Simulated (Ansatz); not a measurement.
## Stress against strain in MgS

```
CELL_PARAMETERS angstrom
0.00000 2.60165 2.60165
2.60165 0.00000 2.60165
2.60165 2.60165 0.00000
ATOMIC_POSITIONS crystal
Mg 0.00000 0.00000 0.00000
S 0.50000 0.50000 0.50000
```

Atoms are numbered in the order listed.

The cell comes from COD entry 9008672, which wasn't checked; take it as a given geometry.

The calculation used Ansatz 0.2.0, DFT, LDA, all-electron LAPW, scalar-relativistic.

Numerical set-up: a Γ-centred 8×8×8 k mesh, Fermi–Dirac smearing of 0.01 eV, basis error target 0.25 meV/atom, no spin polarisation.

The strain is applied along the Cartesian axes of the cell as listed (the other components stay zero). Fractional coordinates are held (clamped ions).

σ is the change of stress from the unstrained cell, which is at -3.25 GPa; tension is positive, so slopes are stress–strain coefficients at that pressure.

Only quantities that a quadratic follows smoothly over the whole series are listed; rougher ones are left out.

```csv
εxx = εyy,σzz (GPa),σxx (GPa)
-0.0300,-2.40,-6.30
-0.0200,-1.57,-3.92
-0.0100,-0.77,-1.83
0.0000,0.00,0.00
0.0200,1.46,2.98
0.0300,2.15,4.18
```

(1) Fit the series and read off the stiffness at zero strain.

(2) One run, at εxx = εyy = 0.0100, is withheld. Predict its row.

Results:

(1) Least-squares fits y = p0 + p1 x + p2 x² to the rows give σzz (GPa): p1 = 75.8, p2 = -140; σxx (GPa): p1 = 174, p2 = -1200. So 2 C12 = 76 GPa and C11 + C12 = 174 GPa.

(2) The fits give 0.74, 1.63; the run gave 0.74, 1.60.
